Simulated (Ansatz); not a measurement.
Values for one crystal, relaxed and computed with the program Ansatz at the r²SCAN level (PAW); other levels are named.

- Volume per atom: 13.33 Å³
- Electronic character: metallic (no gap)
- Formation energy from the elements (no fitted shifts): 2.6 kJ/mol of atoms
- Density of states at the Fermi level: 0.19 states/eV per atom (mean over ±0.08 eV)
- Gap with spin–orbit coupling: none (metallic)

Which compound is it?
A. Li4Ge2B, R3m (Pearson symbol hR7)
B. GeMo, rock salt
C. SiGe, CsCl type
D. Ge2Mo, MoSi2 or CaC2 type

A, Li4Ge2B, R3m (Pearson symbol hR7)

The workflow started from an entry of the Crystallography Open Database (COD, 293 K). Its standing as an ambient phase is unchecked. The r²SCAN relaxation kept the symmetry of its start; whether a distortion lowers the energy is not shown. The references are the lowest solids computed at this level, not always the standard phases. Scalar-relativistic: spin–orbit coupling is off unless named, which matters more the heavier the elements.

Potentials: the later of the program's two PAW sets.
